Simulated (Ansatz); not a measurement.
Input:

Li:
```yaml
crystal:
  lattice:
    - [1.49648, 0.86399, 7.32781]
    - [-1.49648, 0.86399, 7.32781]
    - [0.00000, -1.72798, 7.32781]
  atoms:
    - { symbol: Li, position: [0.77776, 0.77776, 0.77776] }
    - { symbol: Li, position: [0.22224, 0.22224, 0.22224] }
    - { symbol: Li, position: [0.00000, 0.00000, 0.00000] }
```

This is the LDA-relaxed structure. x, y and z are the axes in which the lattice vectors are written.

**Question.** All from LDA in the plane-wave PAW code Ansatz, unless another level is named. Give the highest zone-centre frequency.

**Answer.** 8.69 THz.

**Question.** And the Poisson's ratio?

**Answer.** 0.33.

**Question.** Give the elastic constants (relaxed ions, GPa).

**Answer.** C11 = 23.8, C12 = 13.7, C13 = 7.5, C14 = 1.5, C33 = 30.4, C44 = 5.1.

Space group R-3m (9R (Sm type)). The first step of the workflow began from a Materials Project structure, measured or hypothetical; the Crystallography Open Database files this formula in space group No. 166, but the cells were not matched. It is not the phase usual at ambient conditions (space group No. 229). The cell was relaxed with LDA under the symmetry of its start; of distortions, only those at the zone centre were tested. As this level gives no gap, shear constants depend on the k-mesh and smearing (Fermi–Dirac, 0.1 eV here). As this level gives no gap, phonon frequencies hold no LO–TO term and depend on the k-mesh and smearing (Fermi–Dirac, 0.1 eV here).

Potentials: the later of the program's two PAW sets.
